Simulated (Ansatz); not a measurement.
All numbers below come from DFT PBE, scalar-relativistic, plane waves, PAW in Ansatz. Settings: cutoff 420 eV, Γ-centred meshes spaced at most about 0.3 Å⁻¹, and about 0.25 Å⁻¹ or finer for metals (2π included), Gaussian smearing. No spin polarisation in the final relaxations.

Temperature and zero-point effects are left out. All come from trial cells, and lower structures may exist.

Question: These unrelaxed guesses for Ga2SnSe3 are each relaxed within their symmetry. Order them by the energy at which they end, lowest first.
A.

Space group P-4m2 (No. 115). a = 4.098 Å, b = 4.098 Å, c = 9.029 Å, α = 90.00°, β = 90.00°, γ = 90.00°
```
atom  site  symmetry       x       y       z
  Ga    2g      2mm. 0.0000  0.5000  0.7315
  Sn    1a      -4m2  0.0000  0.0000  0.0000
  Se    2g      2mm. 0.0000  0.5000  0.3835
  Se    1b      -4m2  0.5000  0.5000  0.0000
```

B.

Space group P4mm (No. 99). a = 3.941 Å, b = 3.941 Å, c = 9.606 Å, α = 90.00°, β = 90.00°, γ = 90.00°
```json
{"atom": "Ga", "site": "1a", "symmetry": "4mm", "x": "0.0000", "y": "0.0000", "z": "0.0095"}
{"atom": "Ga", "site": "1b", "symmetry": "4mm", "x": "0.5000", "y": "0.5000", "z": "0.4938"}
{"atom": "Sn", "site": "1b", "symmetry": "4mm", "x": "0.5000", "y": "0.5000", "z": "0.1658"}
{"atom": "Se", "site": "1a", "symmetry": "4mm", "x": "0.0000", "y": "0.0000", "z": "0.6709"}
{"atom": "Se", "site": "1a", "symmetry": "4mm", "x": "0.0000", "y": "0.0000", "z": "0.3258"}
{"atom": "Se", "site": "1b", "symmetry": "4mm", "x": "0.5000", "y": "0.5000", "z": "0.8342"}
```

C.

Space group P4/mmm (No. 123). a = 4.286 Å, b = 4.286 Å, c = 5.018 Å, α = 90.00°, β = 90.00°, γ = 90.00°
| atom | site | symmetry | x | y | z |
| --- | --- | --- | --- | --- | --- |
| Ga | 2g | 4mm | 0.0000 | 0.0000 | 0.7184 |
| Sn | 1a | 4/mmm | 0.0000 | 0.0000 | 0.0000 |
| Se | 2e | mmm. | 0.0000 | 0.5000 | 0.5000 |
| Se | 1c | 4/mmm | 0.5000 | 0.5000 | 0.0000 |

D.

Space group P4/mmm (No. 123). a = 3.577 Å, b = 3.577 Å, c = 10.963 Å, α = 90.00°, β = 90.00°, γ = 90.00°
```json
{"atom": "Ga", "site": "2g", "symmetry": "4mm", "x": "0.0000", "y": "0.0000", "z": "0.3393"}
{"atom": "Sn", "site": "1a", "symmetry": "4/mmm", "x": "0.0000", "y": "0.0000", "z": "0.0000"}
{"atom": "Se", "site": "2h", "symmetry": "4mm", "x": "0.5000", "y": "0.5000", "z": "0.1817"}
{"atom": "Se", "site": "1d", "symmetry": "4/mmm", "x": "0.5000", "y": "0.5000", "z": "0.5000"}
```

Answer: B (ends in P4mm, 0 meV/atom), A (ends in P-4m2, 119 meV/atom), D (ends in P4/mmm, 263 meV/atom), C (ends in P4/mmm, 289 meV/atom).

No dispersion correction is applied, so the spacing and binding between layers, chains or molecules are poorly described (P-4m2), and this can change margins and order among such cells. Cells relaxed within their symmetry can be saddle points. Some structure types and database cells were kept out of the candidates from the start, so a known form may be missing.
